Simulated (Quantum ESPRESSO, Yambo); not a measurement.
Quasiparticle gap of AgI at +2 % biaxial strain

```xyz
4
Lattice="4.6478 0.0000 0.0000 -2.3239 4.0251 0.0000 0.0000 0.0000 7.2722" Properties=species:S:1:pos:R:3 pbc="T T T"
Ag     0.0000     2.6834     7.2465
Ag     2.3239     1.3417     3.6104
I      0.0000     2.6834     2.7884
I      2.3239     1.3417     6.4245
```

The PBEsol cell relaxed from Materials Project entry mp-22894 was given a biaxial strain of +2 % along x and y, z relaxed, and the atoms were relaxed again.

Starting point: PBEsol (pw.x of Quantum ESPRESSO, ONCV potentials, without SOC). G0W0 in Yambo: 3×3×2 Γ-centred k mesh, bands 9 to 205 and a 7 Ry block in the screening, 205 bands in G with the Bruneval-Gonze terminator, plasmon pole fitted at 27.2 eV.

| Quantity | Result |
|---|---|
| PBEsol gap along the band path | 1.25 eV |
| PBEsol gap between the mesh's edge points (Γ → Γ) | 1.25 eV |
| G0W0 gap between the same points | 2.41 eV |

```
k point  band  E PBEsol (eV)  E QP (eV)  shift (eV)     Z
-------  ----  -------------  ---------  ----------  ----
Γ          VB           0.00      -0.78       -0.78  0.79
Γ          CB           1.25       1.63        0.38  0.82
A          VB          -0.38      -1.19       -0.82  0.79
A          CB           2.50       2.92        0.41  0.82
H          VB          -1.01      -1.87       -0.86  0.79
H          CB           4.01       4.48        0.47  0.81
```

Energies count from the PBEsol valence-band maximum.

Convergence of the G0W0 settings was not tested. The k mesh is coarse.

Without spin-orbit coupling, band edges of such heavy elements can be off by tenths of an eV.
